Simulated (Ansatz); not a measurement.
SnS:
```
CELL_PARAMETERS angstrom
     11.45671     0.00000     0.00000
      0.00000     4.02381     0.00000
      0.00000     0.00000     4.45236
ATOMIC_POSITIONS crystal
  Sn 0.62178 0.25000 0.37030
  Sn 0.37822 0.75000 0.62970
  Sn 0.87822 0.75000 0.87030
  Sn 0.12178 0.25000 0.12970
  S  0.34984 0.25000 0.02246
  S  0.65016 0.75000 0.97754
  S  0.15016 0.75000 0.52246
  S  0.84984 0.25000 0.47754
```

Relaxed with PBE. Special points in fractions of this cell's reciprocal vectors: Γ (0.000, 0.000, 0.000); X (0.500, 0.000, 0.000); S (0.500, 0.500, 0.000); Y (0.000, 0.500, 0.000); Z (0.000, 0.000, 0.500); U (0.500, 0.000, 0.500); R (0.500, 0.500, 0.500); T (0.000, 0.500, 0.500).

Question: List the band energies nearest the valence-band maximum at these points for PBE (plane waves, PAW; program Ansatz).

Answer: In eV from the valence-band maximum; about four levels below and three above (degenerate sets whole), none deeper than 8.9 eV; points with the same levels are listed once.

```
k                    below                above
-  -----------------------  -------------------
Γ  -1.70 -1.06 -0.65 -0.40  1.16 3.02 3.03 3.03
X  -1.88 -1.88 -0.48 -0.48  2.68 2.68 2.80 2.80
S  -0.98 -0.98 -0.98 -0.98  1.70 1.70 1.70 1.70
Y  -0.88 -0.88 -0.85 -0.85  1.45 1.45 1.60 1.60
Z  -0.81 -0.81 -0.07 -0.07  1.61 1.61 2.03 2.03
U  -0.63 -0.63 -0.05 -0.05  1.61 1.61 2.04 2.04
R  -1.45 -1.45 -1.45 -1.45  2.81 2.81 2.81 2.81
T  -2.12 -2.12 -1.22 -1.22  2.89 2.89 3.07 3.07
```

Space group Pnma. The cell was relaxed with PBE under the symmetry of its start. A crystal of weakly bound layers computed without a dispersion correction: the cell and the soft elastic constants depend strongly on that. Scalar-relativistic: spin–orbit coupling is off unless named, which matters more the heavier the elements.

Potentials: the earlier of the program's two PAW sets.
